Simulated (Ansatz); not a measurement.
**Structure relaxation, Ta**

The start is a relaxed Ta cell, doubled along one cell vector, shaken by Gaussian noise of σ = 0.08 Å a coordinate. The cell and all atomic positions are relaxed at zero pressure with PBE (plane waves to 420 eV, PAW, scalar-relativistic; Ansatz, an electronic-structure program). The first steps use a coarse 7×4×12 k-mesh.

Input geometry:
```
Ta
1.0
    5.48933     0.00000     0.00000
   -5.48933     9.50780     0.00000
    0.00000     0.00000     2.71257
Ta
6
Direct
  0.48351   0.00684   0.53161
  0.50295   0.50371   0.52178
  0.49734   0.24816   0.50955
  0.51607   0.75152   0.48621
  0.99030   0.25430   0.53908
  0.96253   0.74302   0.46642
```

**Question.** By how much does the energy per atom fall from start to end?

**Answer.** About 1.5 eV/atom.

**Question.** Does it find its way back to the structure it was made from?

**Answer.** It does not go back: it reaches Pnnm (No. 58), 1.40 eV/atom below the parent.

**Question.** How do the shortest distances between atoms change?

**Answer.** The closest pairs of elements (up to four, under 3.6 Å), start → end: Ta–Ta 2.50 → 2.83 Å.

**Question.** Is the relaxed structure metallic? Give its gap.

**Answer.** Zero (metallic).

**Question.** Give the final cell and atomic positions.

**Answer.** 
Space group Pnnm (No. 58); a = 2.879 Å, b = 8.292 Å, c = 4.641 Å, α = 90.00°, β = 90.00°, γ = 90.00°

```tsv
atom	site	symmetry	x	y	z
Ta	4g	..m	0.2071	0.3338	0.0000
Ta	2a	..2/m	0.0000	0.0000	0.0000
```

Final values are on a 16×6×10 k-mesh of the relaxed cell. The start holds a very short contact (Ta–Ta 2.50 Å). No spin polarisation in the result.

The relaxed structure here is a generated cell of Ta: the first start was made by placing the elements on the sites of a structure type, and the end was not matched to a known phase here, so it may be hypothetical. Known forms of Ta include space group No. 229.
